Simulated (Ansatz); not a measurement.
Consider the following.

Starting cell, Hf (hcp, Mg type):

```xyz
4
Lattice="6.4084 0.0000 0.0000 -1.6021 2.7749 0.0000 0.0000 0.0000 5.0691" Properties=species:S:1:pos:R:3 pbc="T T T"
Hf     0.0000     1.8500     3.8018
Hf     3.2042     1.8500     3.8018
Hf     1.6021     0.9250     1.2673
Hf     4.8063     0.9250     1.2673
```

The atoms are displaced by Q × the pattern below (from a DFPT mode at M = (0.5, 0.0, 0.0), largest move 1; Q in Å), at fixed cell. (q is in reciprocal vectors of the primitive cell; the cell shown is doubled to hold the pattern.)

```csv
atom,x,y,z
Hf1,-0.500,0.866,0.000
Hf2,0.500,-0.866,0.000
Hf3,-0.500,0.866,0.000
Hf4,0.500,-0.866,0.000
```

Computed with PBE (plane waves to 420 eV, PAW, scalar-relativistic; Ansatz, a first-principles code). k mesh 17×17×9 (Γ-centred), Fermi-Dirac smearing 0.05 eV. The energy includes the smearing's −TS. With partly filled bands, energies and forces of such displacements shift with the k mesh and the smearing. Hf is run without spin polarisation. Hf was relaxed with its symmetry unable to fall. Spin-orbit coupling is left out, though Hf is heavy. The zero of ΔE is the undisplaced structure.

The scan covers Q from -0.280 to 0.280 Å in 13 points.

Question: Is this a single well or a double well?

Answer: A single well with its minimum at or next to zero displacement.

Question: Which space group does the distorted structure have?

Answer: Pnma (No. 62), lowered from P6_3/mmc.

Question: What is the energy change at Q = 0.280 Å?

Answer: 413 meV/cell.

Question: What harmonic wavenumber does the curvature at Q = 0 give?

Answer: 66 cm⁻¹.

(A displaced cell: forces are minus the slopes of the energy, force constants its curvatures, and phonons follow from these.)
